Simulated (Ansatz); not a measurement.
A crystal of composition HgC2S2N2 at more than one level of theory

Plane-wave PAW calculations in Ansatz, scalar-relativistic unless spin-orbit coupling is named; Γ-centred meshes, relaxations with the symmetry kept. Pressure is positive in compression. No spin polarisation at the first level.

Cutoff 420 eV; k points 6×6×4 on the computed 7-atom cell (Γ-centred); Gaussian smearing, width 0.02 eV; no spin polarisation.

Structure relaxed with PBE+D3(BJ):

```cif
data_structure
_symmetry_space_group_name_H-M 'C2/m'
_symmetry_Int_Tables_number 12
_cell_length_a 10.8835
_cell_length_b 4.0057
_cell_length_c 6.4443
_cell_angle_alpha 90.000
_cell_angle_beta 95.888
_cell_angle_gamma 90.000
_cell_volume 279.46
loop_
_atom_site_label
_atom_site_type_symbol
_atom_site_symmetry_multiplicity
_atom_site_Wyckoff_symbol
_atom_site_fract_x
_atom_site_fract_y
_atom_site_fract_z
_atom_site_occupancy
Hg1 Hg 2 a 0.00000 0.00000 0.00000 1
C1 C 4 i 0.76706 0.50000 0.22343 1
S1 S 4 i 0.63375 0.50000 0.32641 1
N1 N 4 i 0.86380 0.50000 0.15679 1
```

```json
{"level": "PBE+D3(BJ)", "cell": "relaxed", "cutoff (eV)": "420", "k mesh": "6×6×4", "primitive cell": "a = 5.80 Å, b = 5.80 Å, c = 6.44 Å, α = 95.52°, β = 95.52°, γ = 40.41°", "V (Å³/atom)": "20.0", "P (GPa; residual where relaxed)": "-0.01", "gap on mesh (eV)": "2.18"}
{"level": "PBEsol", "cell": "relaxed", "cutoff (eV)": "420", "k mesh": "6×6×4", "primitive cell": "a = 5.75 Å, b = 5.75 Å, c = 6.74 Å, α = 98.54°, β = 98.54°, γ = 40.78°", "V (Å³/atom)": "20.5", "P (GPa; residual where relaxed)": "0.00", "gap on mesh (eV)": "2.25"}
```

Spin-orbit coupling is left out.

Cost: 2 runs of about 4.9 core-minutes in all, on Arm Neoverse V2 (shared hosts).